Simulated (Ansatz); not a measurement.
The start is a relaxed PbSe cell, doubled along one cell vector, shaken by Gaussian noise of σ = 0.08 Å a coordinate. The structure is fully relaxed (lattice and positions, P = 0) with PBEsol (plane waves to 420 eV, PAW, scalar-relativistic; Ansatz, an electronic-structure program). The first steps use a coarse 7×4×7 k-mesh.

Starting cell:
```
CELL_PARAMETERS angstrom
      0.00000     3.05136     3.05136
      6.10273     0.00000     6.10273
      3.05136     3.05136     0.00000
ATOMIC_POSITIONS crystal
  Se 0.02605 0.99886 0.99801
  Se 0.00827 0.47789 0.02878
  Pb 0.50709 0.23805 0.50686
  Pb 0.47159 0.74853 0.53603
```

By how much does the energy per atom fall from start to end?

0.02 eV/atom.

Does it find its way back to the structure it was made from?

It returns to the parent structure, Fm-3m (No. 225).

Is the relaxed structure metallic? Give its gap.

0.17 eV, direct at L (no spin-orbit coupling).

It ends as:

```cif
data_Pb4Se4
_chemical_formula_sum 'Se4 Pb4'
_space_group_name_H-M_alt 'Fm-3m'
_space_group_IT_number 225
_space_group_name_Hall '-F 4 2 3'
_cell_length_a 6.10139
_cell_length_b 6.10139
_cell_length_c 6.10139
_cell_angle_alpha 90.000
_cell_angle_beta 90.000
_cell_angle_gamma 90.000
loop_
_atom_site_label
_atom_site_type_symbol
_atom_site_symmetry_multiplicity
_atom_site_Wyckoff_symbol
_atom_site_fract_x
_atom_site_fract_y
_atom_site_fract_z
_atom_site_occupancy
Se1 Se 4 a 0.00000 0.00000 0.00000 1
Pb1 Pb 4 b 0.50000 0.50000 0.50000 1
```
(The calculation used a cell of 2 atoms; values per cell refer to that cell.)

Final values are on a 9×9×9 k-mesh of the relaxed cell. No spin polarisation in the result. Without spin-orbit coupling the bands of the heavy element are not split, so the gap can be far off.
